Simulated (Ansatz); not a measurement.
# Stability checks on a candidate for Ga₄AsP₃

It was reached by relaxing an invented guess, and it needn't be the stable form of this composition.

Theory: Ansatz 0.2.0, DFT PBE, scalar-relativistic, plane waves, PAW. The final run on the 8-atom cell used 420 eV, a Γ-centred 8×8×4 mesh, 0.02 eV smearing and no spin polarisation.

```cif
data_structure
_symmetry_space_group_name_H-M 'P 1'
_symmetry_Int_Tables_number 1
_cell_length_a 3.9347
_cell_length_b 3.9347
_cell_length_c 11.1296
_cell_angle_alpha 90.000
_cell_angle_beta 90.000
_cell_angle_gamma 90.000
_cell_volume 172.30
loop_
_atom_site_label
_atom_site_type_symbol
_atom_site_fract_x
_atom_site_fract_y
_atom_site_fract_z
_atom_site_occupancy
Ga1 Ga 0.50000 0.00000 0.86796 1
Ga2 Ga 0.00000 0.50000 0.62257 1
Ga3 Ga 0.50000 0.00000 0.37743 1
Ga4 Ga 0.00000 0.50000 0.13204 1
P1 P 0.00000 0.00000 0.50000 1
P2 P 0.50000 0.50000 0.25466 1
P3 P 0.50000 0.50000 0.74534 1
As1 As 0.00000 0.00000 0.00000 1
```

Energies over the elements count from the elements' standard structures at the same level, with no fitted energy shifts. The references include black phosphorus.

Problem. These tests were run: energy against the elements; random kick, then relaxation without symmetry; phonons on a 2×2×1 q mesh. What do they show?

Solution.

| test | result |
| --- | --- |
| energy against the elements | −0.406 eV/atom |
| random kick, then relaxation without symmetry | returns |
| phonons on a 2×2×1 q mesh | no imaginary mode on the mesh, but the interpolation dips to 19i cm⁻¹ between its points |

It fails none of these tests outright. Whether a mixture of other phases lies lower isn't tested here. Undecided within the accuracy: phonons on a 2×2×1 q mesh.

The reference forms of As and P are held partly by dispersion forces, which this level lacks. The kick test ran on a coarse mesh. The run for the phonons used an 8×8×4 k mesh.
